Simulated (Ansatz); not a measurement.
Two states of La2NiO4

```
CELL_PARAMETERS angstrom
-1.95257 1.95257 6.38205
1.95257 -1.95257 6.38205
1.95257 1.95257 -6.38205
ATOMIC_POSITIONS crystal
La 0.36140 0.36140 0.00000
La 0.63860 0.63860 0.00000
Ni 0.00000 0.00000 0.00000
O 0.50000 0.00000 0.50000
O 0.00000 0.50000 0.50000
O 0.17700 0.17700 0.00000
O 0.82300 0.82300 0.00000
```

The numbers come from plane-wave PAW DFT (Ansatz): r2SCAN, with U_eff = 4.7 eV on Ni d (all-electron-ortho-atomic projectors), 500 eV, 6×6×6 Γ-centred k points, fermi-dirac occupations (width 0.1 eV). Nothing was relaxed.

State A: Ni3 up (collinear spin). State B: no moments (no spin polarisation).

Question: Compare the two self-consistent states.

Answer: State A is lower by 253.3 meV an atom at zero smearing; in free energy at this smearing B lies +252.5 meV an atom from A.

```tsv
state	free energy (meV/atom)	largest moment in a small sphere (μB)	net moment (μB/cell)	gap on mesh (eV)	pressure (GPa)	largest force (eV/Å)
A	0.0	1.71	2.00	0.28	-3.4	0.69
B	252.5	0.00	0.00	0.27	-6.6	1.32
```

Origin: a database entry at a rescaled volume. Caveats: the gap is not wide against the smearing; gaps of Fe, Co and Ni magnets come out low on these datasets; the k mesh is coarse if the cell is a metal.
